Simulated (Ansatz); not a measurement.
Theory: DFT PBE, scalar-relativistic, plane waves, PAW (Ansatz). All cells share a 420 eV cutoff and Γ-centred k meshes spaced at most about 0.3 Å⁻¹ (about 0.25 or finer for metals, 2π included). No spin polarisation in the final relaxations.

Energies over the elements count from the elements' standard structures at the same level, with no fitted energy shifts. The references include black phosphorus.

A relaxed structure of InGa3As4 has 25.13 Å³/atom, −0.31 eV/atom against the elements, no gap on its mesh:

```
In Ga As
1.0
     5.85778    0.00000    0.00000
     0.00000    5.85778    0.00000
     0.00000    0.00000    5.85778
In Ga As
1 3 4
Direct
  0.00000 0.00000 0.00000
  0.50000 0.00000 0.50000
  0.50000 0.50000 0.00000
  0.00000 0.50000 0.50000
  0.25937 0.74063 0.74063
  0.25937 0.25937 0.25937
  0.74063 0.74063 0.25937
  0.74063 0.25937 0.74063
```

**Question.** P takes the place of As on the same sites, and the cell is relaxed. What changes?

**Answer.** InGa3P4 has a = 5.621 Å: 22.20 Å³/atom, −0.364 eV/atom against the elements, a gap of 1.05 eV on its mesh. The volume per atom changes by -11.6 % and the formation energy by -0.06 eV/atom (from unrounded values). The gap opens. Covalent radii: As 1.19 Å, P 1.07 Å; electronegativities 2.18 and 2.19. The cell follows the size of the atom. In is surrounded by 4 P at 2.53 Å; Ga has 4 P at 2.40 Å; P has 3 Ga at 2.40 Å and 1 In at 2.53 Å.

```
In Ga P
1.0
     5.62090    0.00000    0.00000
     0.00000    5.62090    0.00000
     0.00000    0.00000    5.62090
In Ga P
1 3 4
Direct
  0.50000 0.50000 0.50000
  0.00000 0.00000 0.50000
  0.00000 0.50000 0.00000
  0.50000 0.00000 0.00000
  0.76001 0.76001 0.76001
  0.76001 0.23999 0.23999
  0.23999 0.76001 0.23999
  0.23999 0.23999 0.76001
```

The two cells were relaxed from separate starts that ended on the same group and sites; neither need be the stable form of its compound. Kohn–Sham gaps at this level usually fall short of measured ones. The zero gap of InGa3As4 P-43m may come from the functional, which often closes small gaps. The reference forms of As and P are held partly by dispersion forces, which this level lacks. Cells relaxed within their symmetry can be saddle points.
